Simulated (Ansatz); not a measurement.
Input:

Relaxed SiC (zinc blende):

```
SiC
1.0
    0.00000     4.37975     4.37975
    2.18988     0.00000     2.18988
    2.18988     2.18988     0.00000
C Si
2 2
Direct
  0.37500   0.75000   0.75000
  0.87500   0.75000   0.75000
  0.00000   0.00000   0.00000
  0.50000   0.00000   0.00000
```

The atoms are displaced by Q × the pattern below (from a DFPT mode at L = (0.5, 0.0, 0.0), largest move 1; Q in Å), at fixed cell. (q is in reciprocal vectors of the primitive cell; the cell shown is doubled to hold the pattern.)

| atom | x | y | z |
|---|---|---|---|
| C1 | 0.577 | -0.577 | -0.577 |
| C2 | -0.577 | 0.577 | 0.577 |
| Si3 | 0.009 | -0.009 | -0.009 |
| Si4 | -0.009 | 0.009 | 0.009 |

Calculation: PBE (plane waves to 420 eV, PAW, scalar-relativistic; Ansatz, a program for electronic structure). k mesh 13×13×13 (Γ-centred), Fermi-Dirac smearing 0.05 eV. Energies are smeared free energies. SiC was relaxed with its symmetry unable to fall. The zero of ΔE is the undisplaced structure.

The scan covers Q from -0.280 to 0.280 Å in 13 points.

Task: Which space group does the distorted structure have?

Result: R3m (No. 160), lowered from F-43m.

Task: What is the energy change at Q = 0.280 Å?

Result: 2374 meV/cell.

Task: What harmonic wavenumber does the curvature at Q = 0 give?

Result: 813 cm⁻¹.

(A displaced cell: forces are minus the slopes of the energy, force constants its curvatures, and phonons follow from these.)
